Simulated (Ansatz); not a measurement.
Consider the following.

InAs (zinc blende), conventional cell a = 6.1863 Å, b = 6.1863 Å, c = 6.1863 Å, α = 90.00°, β = 90.00°, γ = 90.00°. The calculation uses the primitive cell of 2 atoms, to which meshes and values per cell refer.

E(V) scan at fixed shape, V₀ the volume above. Symmetry pins the atoms to their sites.

Level of theory: PBE (plane waves to 420 eV, PAW, scalar-relativistic; Ansatz, a first-principles code). k mesh 9×9×9 (Γ-centred), Fermi-Dirac smearing 0.05 eV. The energy includes the smearing's −TS. Compression counts positive. At this level the bands of InAs touch or barely overlap; measurements give the solid a gap. InAs was relaxed with its symmetry unable to fall. ΔE is measured from the relaxed starting cell.

The scan covers V/V₀ from 0.840 to 1.160 in 11 points.

Question: What is ΔE at V/V₀ = 1.160?

Answer: 86 meV/atom.

Question: What is ΔE at V/V₀ = 0.840?

Answer: 160 meV/atom.

Question: What pressure does the cell carry at V/V₀ = 0.840?

Answer: 12.8 GPa.

(A scan under strain: stresses follow from slopes of the energy per volume, elastic moduli from its curvatures.)
